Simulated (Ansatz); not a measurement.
WC (WC type, space group P-6m2)

```
WC
1.0
    2.89847     0.00000     0.00000
   -1.44924     2.51015     0.00000
    0.00000     0.00000     2.82774
W C
1 1
Cartesian
  0.00000   0.00000   0.00000
  1.44924   0.83672   1.41387
```

E(V) scan at fixed shape, V₀ the volume above. Symmetry pins the atoms to their sites.

Level of theory: PBEsol (plane waves to 420 eV, PAW, scalar-relativistic; Ansatz, an electronic-structure program). k mesh 19×19×17 (Γ-centred), Fermi-Dirac smearing 0.05 eV. The energy includes the smearing's −TS. Compression counts positive. Spin-orbit coupling is left out, though W is heavy. WC is run without spin polarisation. WC was relaxed with its symmetry unable to fall. The zero of ΔE is the relaxed starting cell.

**Question.** What ΔE (meV/atom) and P (GPa) does the calculation give at V/V₀ = 0.955, 0.985, 1.030, 1.045, 1.060?

**Answer.** 
```tsv
V/V₀	ΔE (meV/atom)	P (GPa)
0.955	29	20.8
0.985	3	6.4
1.030	11	-11.4
1.045	25	-16.4
1.060	43	-21.1
```

(A scan under strain: stresses follow from slopes of the energy per volume, elastic moduli from its curvatures.)
